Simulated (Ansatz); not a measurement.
Relaxed Sb (space group R-3m):

```xyz
4
Lattice="4.2935 2.4788 7.3055 0.0000 2.4788 7.3055 0.0000 -2.4788 3.6528" Properties=species:S:1:pos:R:3 pbc="T T T"
Sb     4.2935     2.4788    10.1975
Sb     2.1467     1.2394     6.5447
Sb     4.2935     2.4788    15.3719
Sb     2.1467     1.2394    11.7192
```

The atoms are displaced by Q × the pattern below (from a DFPT mode at F = (0.5, 0.5, 0.0), largest move 1; Q in Å), at fixed cell. (q is in reciprocal vectors of the primitive cell; the cell shown is doubled to hold the pattern.)

```json
[
 {"atom": "Sb1", "x": "0.000", "y": "0.603", "z": "-0.798"},
 {"atom": "Sb2", "x": "0.000", "y": "-0.603", "z": "0.798"},
 {"atom": "Sb3", "x": "0.000", "y": "0.603", "z": "-0.798"},
 {"atom": "Sb4", "x": "0.000", "y": "-0.603", "z": "0.798"}
]
```

The numbers are results of LDA (plane waves to 420 eV, PAW, scalar-relativistic; Ansatz, a program for electronic structure), not measurements. k mesh 13×13×13 (Γ-centred), Fermi-Dirac smearing 0.05 eV. The energy includes the smearing's −TS. With partly filled bands, energies and forces of such displacements shift with the k mesh and the smearing. Sb was relaxed with its symmetry unable to fall. Spin-orbit coupling is left out, though Sb is heavy. The zero of ΔE is the undisplaced structure. The last digit holds for this mesh only.

```tsv
Q (Å)	ΔE (meV/cell)
-0.2800	withheld
-0.2333	794.3
-0.1867	515.1
-0.1400	296.8
-0.0933	135.8
-0.0467	34.9
0.0000	0.0
0.0467	34.9
0.0933	135.8
0.1400	296.8
0.1867	515.1
0.2333	794.3
0.2800	withheld
```

Question: Fit an even polynomial form (powers 2, 4, 6) to the given rows and predict ΔE at Q = -0.2800.

Answer: Least squares on the 11 given rows: ΔE = (15980)·Q² + (-50900)·Q⁴ + (467500)·Q⁶, in meV/cell with Q in Å; root-mean-square residual 0.23 meV/cell. At -0.2800 the fit gives 1165.3 meV/cell; the calculation gives 1147.2 meV/cell, so the extrapolation is off by 18.1 (+1.6 %). The quadratic term alone would give 1252.8 meV/cell.

(A displaced cell: forces are minus the slopes of the energy, force constants its curvatures, and phonons follow from these.)
